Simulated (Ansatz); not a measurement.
MoPt:
```
CELL_PARAMETERS angstrom
      3.14029     0.00000     0.00000
      0.00000     3.14029     0.00000
      0.00000     0.00000     3.14029
ATOMIC_POSITIONS crystal
  Pt 0.00000 0.00000 0.00000
  Mo 0.50000 0.50000 0.50000
```

Relaxed with PBEsol. Special points in fractions of this cell's reciprocal vectors: Γ (0.000, 0.000, 0.000); X (0.000, 0.500, 0.000); M (0.500, 0.500, 0.000); R (0.500, 0.500, 0.500).

Problem. List the band energies nearest the Fermi level at these points for the program Ansatz at the PBEsol with spin–orbit coupling level (PAW).

Solution. In eV from the Fermi level; about four levels below and three above (degenerate sets whole), none deeper than 8.9 eV; points with the same levels are listed once.

```tsv
k	below	above
Γ	-3.74 -3.74 -3.74 -3.74 -3.04 -3.04	0.10 0.10 0.10 0.10
X	-0.74 -0.74 -0.51 -0.51	0.93 0.93 3.20 3.20
M	-1.20 -1.20 -0.01 -0.01	0.60 0.60 0.69 0.69
R	-1.31 -1.31 -1.31 -1.31	2.41 2.41 2.41 2.41
```

Space group Pm-3m (CsCl type). The start of the workflow was typed in or built on a structure type; neither database checked (COD, Materials Project) lists it. Whether it is the stable phase at ambient conditions was not checked. Symmetry was held in the PBEsol relaxation. At this level the phase is mechanically unstable. No spin polarisation was allowed. Its formation energy is positive at this level, so the cell may be metastable or incomplete.

Potentials: the later of the program's two PAW sets.
